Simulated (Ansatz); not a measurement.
SrTe (rock salt, Fm-3m) under volume change, plane-wave PAW r²SCAN (Ansatz code), scaled uniformly.

| V (Å³/atom) | E − E(relaxed) (meV/atom) | P (GPa) |
|---|---|---|
| 34.304 | 39.2 | 4.02 |
| 35.435 | [?] | [?] |
| 36.566 | [?] | [?] |
| 37.697 | 0.0 | 0.00 |
| 38.828 | 3.5 | -0.97 |
| 39.959 | 13.4 | -1.80 |
| 41.090 | 28.6 | -2.51 |

Q: Complete the blanks.

A: 
- 35.435, E − E(relaxed) (meV/atom): 16.5
- 35.435, P (GPa): 2.46
- 36.566, E − E(relaxed) (meV/atom): 3.9
- 36.566, P (GPa): 1.14

Q: What does a third-order Birch–Murnaghan fit give for V₀, B₀ and B′?

A: V₀ = 37.70 Å³/atom, B₀ = 34.9 GPa, B′ = 4.2.

The cell was relaxed with r²SCAN under the symmetry of its start. Spin–orbit coupling is left out wherever it is not named.

Potentials: the later of the program's two PAW sets.
